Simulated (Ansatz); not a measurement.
KI (rock salt, Fm-3m), DFT-PBEsol in the program Ansatz with PAW potentials. The conduction-band minimum lies at Γ, with 1 equivalent valley. Second derivatives d²E/dk² of the lowest band at one valley (eV·Å²), along Cartesian directions:

| direction | d²E/dk² |
|---|---|
| [100] | 23.94 |
| [010] | 23.94 |
| [001] | 23.94 |
| [110] | 23.94 |
| [101] | 23.94 |
| [011] | 23.94 |

Task: Find the principal effective masses, the density-of-states mass and the conductivity mass.

Result: Off-diagonal terms follow from H_xy = H[110] − (H_xx + H_yy)/2, and m*/mₑ = 7.620 eV·Å² over each eigenvalue: 0.32, 0.32, 0.32. One valley's DOS mass (m₁m₂m₃)^(1/3) = 0.32, conductivity mass 3/(Σ 1/mᵢ) = 0.32 mₑ.

Task: What effective density of states Nc follows at 300 K for parabolic valleys?

Result: Nc = 2.509e19 × 1 × (0.32)^(3/2) ≈ 4.5e18 cm⁻³.

The cell was relaxed with PBEsol under the symmetry of its start. Scalar-relativistic: spin–orbit coupling is off unless named, which matters more the heavier the elements.

Potentials: the later of the program's two PAW sets.

Edges and masses are those of Kohn–Sham bands, whose gap is no quasiparticle gap.
